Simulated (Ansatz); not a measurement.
Space group Pm-3m (No. 221). a = 4.425 Å, b = 4.425 Å, c = 4.425 Å, α = 90.00°, β = 90.00°, γ = 90.00°
```tsv
atom	site	symmetry	x	y	z
Ta	3c	4/mm.m	0.0000	0.5000	0.5000
Ta	1a	m-3m	0.0000	0.0000	0.0000
C	3d	4/mm.m	0.5000	0.0000	0.0000
```

Equation of state of this Ta4C3 structure (not necessarily the ground state), with shape and atoms relaxed at each volume where symmetry leaves them free. It has no gap at any of these volumes. Theory: Ansatz, DFT r2SCAN, scalar-relativistic, plane waves, PAW.

Cutoff 500 eV; k points 8×8×8 on the computed 7-atom cell (Γ-centred); Gaussian smearing, width 0.10 eV; no spin polarisation.

```csv
V (Å³/atom),E − E(largest V) (meV/atom),P (GPa)
10.891,111.31,51.05
11.262,11.91,35.19
11.633,-53.46,21.60
12.005,-89.65,9.97
12.376,-100.86,0.00
12.747,-90.66,-8.55
13.119,-62.11,-15.87
13.614,0.00,-24.01
```

Q: Fit a third-order Birch–Murnaghan equation to E(V).

A: V0 = 12.38 Å³/atom, B0 = 307 GPa, B0' = 4.1.

Spin-orbit coupling is left out, which matters for the bands of heavy elements.